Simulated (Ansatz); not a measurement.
Sb2Se3 under strain — ¹²³Sb NMR of the central transition

Cell: a structure deposited in the COD, relaxed with PBE at fixed cell and then changed (x and y compressed by 1 %).

```
Sb Se
1.0
    11.65230    0.00000    0.00000
     0.00000    3.92238    0.00000
     0.00000    0.00000   11.62000
Sb Se
8 12
Cartesian
  0.2980 0.9806 3.8154
  11.3543 2.9418 7.8046
  5.5282 2.9418 9.6254
  6.1241 0.9806 1.9946
  1.7336 2.9418 0.4538
  9.9187 0.9806 11.1662
  4.0925 0.9806 6.2638
  7.5598 2.9418 5.3562
  0.6453 0.9806 10.0971
  11.0070 2.9418 1.5229
  5.1808 2.9418 4.2871
  6.4715 0.9806 7.3329
  1.5020 2.9418 5.1999
  10.1503 0.9806 6.4201
  4.3241 0.9806 11.0099
  7.3282 2.9418 0.6101
  2.5071 0.9806 2.2746
  9.1452 2.9418 9.3454
  3.3190 2.9418 8.0846
  8.3333 0.9806 3.5354
```

Sites (sets of like atoms) are named by element and the number of their first atom in this list.

Method: Kohn–Sham DFT in Ansatz, PBE, plane waves and PAW, scalar-relativistic, 420 eV cutoff, Γ-centred 3×7×3 k-points, Fermi–Dirac smearing 0.02 eV.

¹²³Sb has I = 7/2 and Q = -692.0 mb (Pyykkö 2018); at 28.2 T its Larmor frequency is ν₀ = 156.6 MHz (from the bare nuclear moment; shielding lowers the observed one by a per cent or two). Only the quadrupole interaction is simulated: positions count from each site's isotropic chemical shift, and shift anisotropy, dipolar and J coupling are left out.

(1) Give C_Q, η, the quadrupolar product P_Q = |C_Q|(1 + η²/3)^½, the second-order isotropic shift and the breadth of the pattern (static powder) for each Sb site.

Results:

(1) 

```json
{"site": "Sb1", "first shell": "3 Se at 2.69 Å; also 3 Se at 3.16–3.17 Å", "C_Q (MHz)": "182", "η": "0.51", "P_Q (MHz)": "190", "δ_QIS (ppm)": "-3759", "breadth (kHz)": "4116"}
{"site": "Sb5", "first shell": "3 Se at 2.61–2.79 Å; also 4 Se at 2.99–3.42 Å", "C_Q (MHz)": "240", "η": "0.02", "P_Q (MHz)": "240", "δ_QIS (ppm)": "-5983", "breadth (kHz)": "4982"}
```

δ_QIS = −(ν_Q²/30ν₀²)[I(I+1) − 3/4](1 + η²/3) × 10⁶ ppm with ν_Q = 3|C_Q|/[2I(2I−1)]; it falls as 1/B₀² in ppm, and the breadth as 1/B₀ in kHz.

At Sb1 V_zz stands upright on the plane through its three neighbours (within 10°).

Without spin–orbit coupling (the program notes it for Sb) the gradients can shift somewhat, as the gap is small. With these PAW files V_zz is typically within 2 to 3 % of all-electron values, but misses above 10 % occur on Sb.
